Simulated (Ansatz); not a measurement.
Ag:
```xyz
1
Lattice="-1.5914 1.5914 1.5914 1.5914 -1.5914 1.5914 1.5914 1.5914 -1.5914" Properties=species:S:1:pos:R:3 pbc="T T T"
Ag     0.0000     0.0000     0.0000
```

Relaxed with LDA. Special points in fractions of this cell's reciprocal vectors: Γ (0.000, 0.000, 0.000); H (0.500, -0.500, 0.500); N (0.000, 0.000, 0.500); P (0.250, 0.250, 0.250).

### Question
List the band energies nearest the Fermi level at these points for LDA (plane waves, PAW; program Ansatz).

### Answer
In eV from the Fermi level; about four levels below and three above (degenerate sets whole), none deeper than 8.9 eV; … stands for higher levels left out; points with the same levels are listed once.

```
k                          below   above
-  -----------------------------  ------
Γ  -5.11 -5.11 -5.11 -3.61 -3.61       …
H  -6.72 -6.72 -2.76 -2.76 -2.76       …
N        -3.68 -3.47 -2.48 -0.28  4.44 …
P  -5.47 -5.47 -5.47 -3.44 -3.44  5.89 …
```

Space group Im-3m (bcc (W type)). The workflow started from a Materials Project entry (that database holds measured and hypothetical structures alike); the Crystallography Open Database copy checked does not list it. It is not the phase usual at ambient conditions (space group No. 225). The cell was relaxed with LDA under the symmetry of its start. At this level the phase is mechanically unstable. No spin polarisation was allowed. Spin–orbit coupling is left out wherever it is not named.

Potentials: the earlier of the program's two PAW sets. The files were generated under PBE; for other functionals the program regenerates the frozen cores, and for LDA and PBEsol the local potential too.
